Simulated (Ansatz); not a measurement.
## Magnetic orders of WSe

Level of theory: Ansatz, DFT PBE, scalar-relativistic, plane waves, PAW.

```
W Se
1.0
     3.14857    0.00000    0.00000
     0.00000    3.14857    0.00000
     0.00000    0.00000    3.14857
W Se
1 1
Direct
  0.00000 0.00000 0.00000
  0.50000 0.50000 0.50000
```

```
plane-wave cutoff                               : 420 eV
Γ-centred k-mesh                                : 14×14×14
occupation rule                                 : Gaussian smearing, 0.1 eV
list of starting moments (μB, in atom order)    : 2.5 0
check for lower electronic states after the SCF : off
```

All runs keep this geometry, which stands near equilibrium for the lowest state (largest force there 0.000 eV/Å, pressure 0.0 GPa) and needn't be a stable compound; relaxing each order can shift differences of a few meV. A propagation vector, in units of the reciprocal vectors, doubles the cell, which takes an equally dense mesh. Site moments are spin moments in atom-centred spheres that scale with the neighbour distance. The states are those that the runs reached from these starts; a lower one can exist.

Task: Starts tried: no spin; large parallel starting moments; antiferromagnetic, doubled cell, propagation vector (0, 0, 1/2). Which state comes out lowest, and what are the moments?

Result: All starts lose their moments; the cell is non-magnetic at this level.

```tsv
start	ends	energy above lowest (meV/atom)	site moments (μB)	gap on mesh (eV)	P (GPa)
no spin	non-magnetic	0.00	none over 0.05	metal	0.0
large parallel starting moments	non-magnetic	0.00	none over 0.05	metal	0.0
antiferromagnetic, doubled cell, propagation vector (0, 0, 1/2)	non-magnetic	0.00	none over 0.05	metal	0.0
```